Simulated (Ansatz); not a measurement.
Generalised stacking fault of KCl (rock salt) on the {110} plane. The cell below holds the perfect crystal with the plane normal along z; tilting its third vector by the shift puts one fault into each cell, between planes 2.26 Å apart, at fixed cell height.

```yaml
crystal:
  lattice:
    - [4.51217, 0.00000, 0.00000]
    - [0.00000, 6.38117, 0.00000]
    - [2.25608, 3.19058, 6.76825]
  atoms:
    - { symbol: Cl, position: [0.00000, 0.00000, 0.83333] }
    - { symbol: Cl, position: [0.33333, 0.33333, 0.16667] }
    - { symbol: Cl, position: [0.66667, 0.66667, 0.50000] }
    - { symbol: K, position: [0.00000, 0.50000, 0.83333] }
    - { symbol: K, position: [0.33333, 0.83333, 0.16667] }
    - { symbol: K, position: [0.66667, 0.16667, 0.50000] }
```

In-plane vectors a = (4.512, 0.000) Å, b = (0.000, 6.381) Å, area 28.79 Å². The shift is s times the vector a (length 4.512 Å), so s = 1 restores the start. Atoms relax along the normal only. γ = [E(shift) − E(0)] / area.

All values below come from PBE (plane waves to 420 eV, PAW, scalar-relativistic; Ansatz, an electronic-structure program). k mesh 7×7×7 (Γ-centred), Fermi-Dirac smearing 0.05 eV. Energies are extrapolated to zero smearing. Stress and pressure are positive under compression. Some relaxations began with atoms very close together and may have settled on another branch. Faults lie only 6.8 Å apart, and holding the cell height raises γ above its relaxed value. KCl was relaxed with its symmetry unable to fall. The zero of γ is zero shift.

**Question.** Predict the γ (meV/Å²) and σ normal to the fault (GPa) at s = 0.167, 0.333, 0.417, 0.500, 0.583, 0.750, 0.833, 0.917.

**Answer.** 
```json
[
 {"s": "0.167", "γ (meV/Å²)": "6.9", "σ normal to the fault (GPa)": "1.5"},
 {"s": "0.333", "γ (meV/Å²)": "14.6", "σ normal to the fault (GPa)": "3.4"},
 {"s": "0.417", "γ (meV/Å²)": "16.8", "σ normal to the fault (GPa)": "3.9"},
 {"s": "0.500", "γ (meV/Å²)": "17.5", "σ normal to the fault (GPa)": "4.1"},
 {"s": "0.583", "γ (meV/Å²)": "16.8", "σ normal to the fault (GPa)": "3.9"},
 {"s": "0.750", "γ (meV/Å²)": "11.2", "σ normal to the fault (GPa)": "2.5"},
 {"s": "0.833", "γ (meV/Å²)": "6.9", "σ normal to the fault (GPa)": "1.5"},
 {"s": "0.917", "γ (meV/Å²)": "2.4", "σ normal to the fault (GPa)": "0.5"}
]
```

(The slope of γ gives the shear force per area between the displaced halves; near zero shift its curvature is an elastic stiffness.)
